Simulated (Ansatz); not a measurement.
Question: Name crystals whose computed values (the program Ansatz at the r²SCAN level (PAW)) fall in these windows: gap (eV) 4.2 to 5.6; electron conductivity mass (mₑ) 1.1 to 1.3.

Answer: 

```tsv
crystal	gap (eV)	electron conductivity mass (mₑ)
SiC2N4, Pn-3m (Si on 2a, C on 4c, N on 8e)	4.82	1.2
```
Others may fit too.

Standing as an ambient phase not checked: SiC2N4, Pn-3m (Si on 2a, C on 4c, N on 8e). The cell was relaxed under the symmetry of its start.

Potentials: the later of the program's two PAW sets.
